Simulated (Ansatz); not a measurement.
A vibration from a frozen displacement in Al

Theory: DFT PBEsol, scalar-relativistic, plane waves, PAW (Ansatz 0.2.0). Settings: plane waves to 420 eV, k-mesh 18×18×6 (Γ-centred), Gaussian smearing 0.15 eV. No spin polarisation. Energies are free energies at this smearing, counted from the undisturbed cell; pressure is positive in compression.

The starting cell (relaxed at this level; this form isn't the usual structure):

```
Al
1.0
     2.83628    0.00000    0.00000
    -1.41814    2.45629    0.00000
     0.00000    0.00000    9.32215
Al
4
Cartesian
  0.0000 0.0000 0.0000
  0.0000 1.6375 2.3305
  0.0000 0.0000 4.6611
  1.4181 0.8188 6.9916
```

Atom 1 (Al) is moved by x along the Cartesian unit vector (0.000, 0.000, 1.000); the cell and all other atoms stay fixed. The cell's volume is 64.95 Å³; the moved atoms weigh 26.982 u together and the others 80.945 u. Some rows repeat others by symmetry and weren't run.

| x (Å) | ΔE (meV/cell) | total force on the moved atoms along the move (eV/Å) | pressure (GPa) |
| --- | --- | --- | --- |
| -0.6000 | 1117.69 | 4.4157 | 8.1365 |
| -0.5000 | 731.31 | 3.3403 | 5.5712 |
| -0.4000 | 443.94 | 2.4347 | 3.5050 |
| -0.3000 | 239.10 | 1.6852 | 1.9530 |
| -0.2000 | 102.98 | 1.0541 | 0.8659 |
| -0.1000 | 25.35 | 0.5090 | 0.2219 |
| 0.0000 | 0.00 | 0.0000 | 0.0091 |
| 0.1000 | 25.35 | -0.5090 | 0.2219 |
| 0.2000 | 102.98 | -1.0541 | 0.8659 |
| 0.3000 | 239.10 | -1.6852 | 1.9530 |
| 0.4000 | 443.94 | -2.4347 | 3.5050 |
| 0.5000 | 731.31 | -3.3403 | 5.5712 |
| 0.6000 | 1117.69 | -4.4157 | 8.1365 |

**Question.** What frequency belongs to this motion?

**Answer.** The force constant is k = −dF/dx = 5.090 eV/Å², from the parabola through x = -0.1000, 0 and 0.1000. In every cell the moved atoms swing against the rest, so the mass is μ = m₁m₂/(m₁ + m₂) = 20.236 u, and ν̃ = 521.5 cm⁻¹ × √(|k|/μ) = 262 cm⁻¹. The pattern needn't be a normal mode: ν̃² is then a weighted mean of the squared nonzero frequencies at the zone centre of this cell, so it lies between the lowest and the highest of them.

**Question.** How far does the harmonic law reach?

**Answer.** At x = -0.600 Å, kx²/2 = 916.20 meV against the computed 1117.69 meV (+22.0 %): the well stiffens in this direction at large amplitude.

**Question.** The pressure changes with x². What does that say about the frequency under compression?

**Answer.** With E = k(V)x²/2, k ∝ V^(−2γ) and x scaling with the cell as V^(1/3), P − P0 = −∂E/∂V = (2γ − 2/3) ΔE/V. At x = 0.2000 Å, V(P − P0) = 64.95 × 0.85673 / 160.2 eV = 347.28 meV and ΔE = 102.98 meV, so γ = 1/3 + V(P − P0)/(2ΔE) = 2.02. This is the Grüneisen parameter of the motion under uniform scaling of the cell: shrinking the cell evenly by 1 % in volume raises the frequency by about 2.02 %.

In a metal these slopes depend on the k mesh and the smearing.

Cost: 7 runs of about 3.2 core-minutes in all, on Intel Xeon Processor @ 2.50GHz (Skylake/Cascade Lake) (shared hosts).